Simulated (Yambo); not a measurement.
Yambo run on SrO (rock salt, space group Fm-3m, No. 225). The wavefunctions are LDA (Quantum ESPRESSO, PseudoDojo norm-conserving, 84 Ry, no spin-orbit coupling) ones on a 6×6×6 mesh (8 occupied bands); a = 3.579 Å, b = 3.579 Å, c = 3.579 Å, α = 60.00°, β = 60.00°, γ = 60.00°.

Yambo input:

```
rim_cut
gw0
dyson
el_el_corr
HF_and_locXC
ppa
em1d
RandQpts= 1000000
RandGvec= 1 Ry
EXXRLvcs= 84 Ry
VXCRLvcs= 336 Ry
Chimod= "HARTREE"
% BndsRnXp
 1 | 18 |
%
NGsBlkXp= 10 Ry
% LongDrXp
 1.0 | 1.0 | 1.0 |
%
PPAPntXp= 27.2114 eV
% GbndRnge
 1 | 18 |
%
GTermKind= "BG"
DysSolver= "n"
ExtendOut
% QPkrange
 1 | 1 | 8 | 8 |
 13 | 13 | 8 | 9 |
%
```

k points by index: 1 = Γ, 13 = X.

The o-*.qp file then holds:

```
#    K-point    Band    Eo [eV]    E [eV]    E-Eo [eV]    Vxc [eV]    Vnlxc [eV]    Sc|Eo [eV]    Sc|E [eV]    dSc/dw|Eo [eV]    Re(Z)    Im(Z)
#
    1    8    0.000000    -0.672253    -0.672253    -18.85748    -24.17998    4.461250    4.650245    -7.648430    0.780592    -0.001433
    13    8    -0.038026    -0.754387    -0.716361    -18.74130    -24.06070    4.404351    4.603039    -7.545686    0.782900    -0.001425
    13    9    3.131356    4.788740    1.657384    -9.907784    -4.885657    -3.105099    -3.364743    -4.262649    0.864565    -0.932939E-3
```
(The two width columns are left out.) Convergence of these settings isn't established.

Geometry relaxed with LDA.
